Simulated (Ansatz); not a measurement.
## YSn$_{3}$: pressure against volume

YSn$_{3}$, Pm-3m, a = 4.647 Å. The structure is a COD entry; whether it is the stable form wasn't checked. Ansatz: PBEsol, PAW, 420 eV, Γ-centred 10×10×10 mesh on 4 atoms, Gaussian smearing 0.10 eV; no spin polarisation. Symmetry fixes shape and atoms, so the cell is only scaled; pressure is positive in compression.

```
V (Å³/atom) P (GPa)
     23.584     4.56
     24.337     2.08
     25.090    -0.01
     25.842    -1.79
     26.595        ?
```

Question: Take V0 = 25.090 Å³/atom, count pressures from its P0 = -0.01 GPa, fit the third-order Birch–Murnaghan form to the other rows, and predict the missing pressure.

Answer: With the Eulerian strain f = ½[(V0/V)^(2/3) − 1] and y = (P − P0)/[3f(1 + 2f)^(5/2)], the form is the line y = B0 + 1.5 B0 (B0′ − 4) f. Rows (f, y): 0.02107, 65.2; 0.01026, 64.5; -0.00975, 63.9. Means f = 0.007193, y = 64.533; Σ(Δf)² = 0.0004890, ΣΔfΔy = 0.01988; the slope is their ratio. y = 64.24 + 40.65 f GPa, so B0 = 64.2 GPa and B0′ = 4 + 2 × (40.65)/(3 × 64.24) = 4.42. At V = 26.595, f = -0.01905, y = 63.47 and P = -3.30 GPa. The run gave -3.31 GPa, so the fit is 0.01 GPa too high, within twice the rms miss on the fitted rows (0.005 GPa). The form still works here, 33 % of the fitted range beyond its end.